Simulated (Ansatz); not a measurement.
ZnAg:
```yaml
crystal:
  lattice:
    - [3.14100, 0.00000, 0.00000]
    - [0.00000, 3.14100, 0.00000]
    - [0.00000, 0.00000, 3.14100]
  atoms:
    - { symbol: Zn, position: [0.50000, 0.50000, 0.50000] }
    - { symbol: Ag, position: [0.00000, 0.00000, 0.00000] }
```

Relaxed with r²SCAN. Special points in fractions of this cell's reciprocal vectors: Γ (0.000, 0.000, 0.000); X (0.000, 0.500, 0.000); M (0.500, 0.500, 0.000); R (0.500, 0.500, 0.500).

Task: List the band energies nearest the Fermi level at these points for r²SCAN in the plane-wave PAW code Ansatz.

Result: In eV from the Fermi level; about four levels below and three above (degenerate sets whole), none deeper than 8.9 eV; points with the same levels are listed once.

| k | below | above |
|---|---|---|
| Γ | -5.83 -5.83 -4.64 -4.64 -4.64 | 5.68 5.68 5.68 |
| X | -5.48 -5.48 -5.41 -4.78 -2.79 | 11.13 11.13 11.18 |
| M | -4.84 -4.84 -4.28 -1.74 -1.74 | 1.60 2.43 11.49 |
| R | -6.64 -6.64 -6.64 -4.24 -4.24 | 2.07 4.33 4.33 4.33 |

Space group Pm-3m (CsCl type). The first step of the workflow began from a Materials Project structure, measured or hypothetical; the Crystallography Open Database files this formula in space group No. 221, but the cells were not matched. Its standing as an ambient phase is unchecked. Symmetry was held in the r²SCAN relaxation; whether a distortion lowers the energy is not shown. The run is not spin-polarised. Scalar-relativistic: spin–orbit coupling is off unless named, which matters more the heavier the elements.

Potentials: the later of the program's two PAW sets.
